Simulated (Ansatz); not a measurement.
## Ti: relaxed-ion elastic tensor

The calculation used DFT PBEsol, scalar-relativistic, plane waves, PAW (Ansatz 0.2.0). Settings: 420 eV plane-wave cutoff, Γ-centred 18×18×10 mesh, Fermi-Dirac smearing of 0.15 eV. No spin polarisation.

Equilibrium structure at this level:
```
Ti
1.0
     2.90220    0.00000    0.00000
    -1.45110    2.51338    0.00000
     0.00000    0.00000    4.60204
Ti
2
Direct
  0.33333 0.66667 0.25000
  0.66667 0.33333 0.75000
```

In a metal, frequencies and elastic constants depend on the k mesh and the smearing, soft modes and shear constants most.

(1) Give the relaxed-ion elastic constants (GPa, Voigt order xx yy zz yz xz xy, on the axes of the cell above).

(2) Is the crystal stable against homogeneous strain?

(3) And the moduli of a polycrystal (Hill averages)?

## Answers

(1)
```
154.1 112.5  82.2   0.0   0.0   0.0
112.5 154.1  82.2   0.0   0.0   0.0
 82.2  82.2 192.2   0.0   0.0   0.0
  0.0   0.0   0.0  34.7   0.0   0.0
  0.0   0.0   0.0   0.0  34.7   0.0
  0.0   0.0   0.0   0.0   0.0  20.8
```

(2) Yes: the least eigenvalue of the tensor is 20.8 GPa.

(3) B = 117 GPa, G = 31 GPa, E = 85 GPa, ν = 0.38.

Cost: 1 run of about 11 core-minutes, on Arm Neoverse V2 (shared hosts).